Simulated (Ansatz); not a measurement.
Relaxed-ion elastic tensor of TaF3 (ReO3 type, space group No. 221) in GPa (Voigt order), the program Ansatz at the LDA level (PAW); density 6.03 g/cm³, 16.38 Å³ per atom.

```
  319   30.0   30.0    0.0    0.0    0.0
 30.0    319   30.0    0.0    0.0    0.0
 30.0   30.0    319    0.0    0.0    0.0
  0.0    0.0    0.0  -12.2    0.0    0.0
  0.0    0.0    0.0    0.0  -12.2    0.0
  0.0    0.0    0.0    0.0    0.0  -12.2
```

Problem. Is the crystal mechanically stable?

Solution. No: the smallest eigenvalue of C is -12.2 GPa.

Space group Pm-3m (ReO3 type). The workflow started from an entry of the Crystallography Open Database (COD). Whether it is the stable phase at ambient conditions was not checked. Symmetry was held in the LDA relaxation. At this level the phase is mechanically unstable. No spin polarisation was allowed. As this level gives no gap, shear constants depend on the k-mesh and smearing (Fermi–Dirac, 0.1 eV here). Scalar-relativistic: spin–orbit coupling is off unless named, which matters more the heavier the elements.

Potentials: the later of the program's two PAW sets.
